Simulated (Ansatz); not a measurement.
ZrB (Fm-3m), a vibration from a frozen displacement

The calculation used DFT PBEsol, scalar-relativistic, plane waves, PAW in Ansatz 0.2.0. Cutoff 420 eV, Γ-centred 18×18×18 k-points, Gaussian smearing of 0.15 eV. No spin polarisation. Energies are free energies at this smearing, counted from the undisturbed cell; pressure is positive in compression.

Zero of the scan (as given, not relaxed at this level; it stands at 29.4 GPa, and it needn't be the usual structure):

```
CELL_PARAMETERS angstrom
0.00000 2.32500 2.32500
2.32500 0.00000 2.32500
2.32500 2.32500 0.00000
ATOMIC_POSITIONS crystal
Zr 0.00000 0.00000 0.00000
B 0.50000 0.50000 0.50000
```

Every B atom is moved by x along the Cartesian unit vector (0.000, 0.000, -1.000); the cell and all other atoms stay fixed. The cell's volume is 25.14 Å³; the moved atoms weigh 10.810 u together and the others 91.224 u. Some rows repeat others by symmetry and weren't run.

| x (Å) | ΔE (meV/cell) | total force on the moved atoms along the move (eV/Å) | pressure (GPa) |
| --- | --- | --- | --- |
| -0.5000 | 1731.20 | 8.4179 | 43.9711 |
| -0.4375 | 1259.46 | 6.7439 | 40.4671 |
| -0.3750 | 881.12 | 5.3950 | 37.6517 |
| -0.3125 | 582.41 | 4.1914 | 35.2101 |
| -0.2500 | 354.82 | 3.1083 | 33.1172 |
| -0.1875 | 190.83 | 2.1643 | 31.4792 |
| -0.1250 | 81.72 | 1.3467 | 30.3124 |
| -0.0625 | 20.01 | 0.6444 | 29.6323 |
| 0.0000 | 0.00 | 0.0000 | 29.4099 |
| 0.0625 | 20.01 | -0.6444 | 29.6323 |
| 0.1250 | 81.72 | -1.3467 | 30.3124 |
| 0.1875 | 190.83 | -2.1643 | 31.4792 |
| 0.2500 | 354.82 | -3.1083 | 33.1172 |
| 0.3125 | 582.41 | -4.1914 | 35.2101 |
| 0.3750 | 881.12 | -5.3950 | 37.6517 |
| 0.4375 | 1259.46 | -6.7439 | 40.4671 |
| 0.5000 | 1731.20 | -8.4179 | 43.9711 |

Task: What frequency belongs to this motion?

Result: The force constant is k = −dF/dx = 10.310 eV/Å², from the parabola through x = -0.0625, 0 and 0.0625. In every cell the moved atoms swing against the rest, so the mass is μ = m₁m₂/(m₁ + m₂) = 9.665 u, and ν̃ = 521.5 cm⁻¹ × √(|k|/μ) = 539 cm⁻¹, at this cell's pressure of 29.4 GPa. To first order in x, and within 1 %, the force on every atom lies along the move and, within each of the two groups, in proportion to the atom's mass, so this is itself a mode at the zone centre of this cell.

Task: How far does the harmonic law reach?

Result: At x = -0.500 Å, kx²/2 = 1288.80 meV against the computed 1731.20 meV (+34.3 %): the well stiffens in this direction at large amplitude.

Task: The pressure changes with x². What does that say about the frequency under compression?

Result: With E = k(V)x²/2, k ∝ V^(−2γ) and x scaling with the cell as V^(1/3), P − P0 = −∂E/∂V = (2γ − 2/3) ΔE/V. At x = 0.1250 Å, V(P − P0) = 25.14 × 0.90248 / 160.2 eV = 141.59 meV and ΔE = 81.72 meV, so γ = 1/3 + V(P − P0)/(2ΔE) = 1.20. This is the Grüneisen parameter of the motion under uniform scaling of the cell: shrinking the cell evenly by 1 % in volume raises the frequency by about 1.20 %.

In a metal these slopes depend on the k mesh and the smearing.